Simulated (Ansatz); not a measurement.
**Question.** ScMo₃C (anti-perovskite, space group No. 221) is relaxed with PBE (plane waves, PAW; program Ansatz). What lattice parameters of the conventional cell result?

**Answer.** a = 4.227 Å.

**Question.** Is it a metal or does it have a gap at this level?

**Answer.** No gap at this level.

Space group Pm-3m (anti-perovskite). The start of the workflow was typed in or built on a structure type; neither database checked (COD, Materials Project) lists it. Whether it is the stable phase at ambient conditions was not checked. The cell was relaxed with PBE under the symmetry of its start; its stability against distortions is not shown here. The run is not spin-polarised. Scalar-relativistic: spin–orbit coupling is off unless named, which matters more the heavier the elements.

Potentials: the later of the program's two PAW sets.
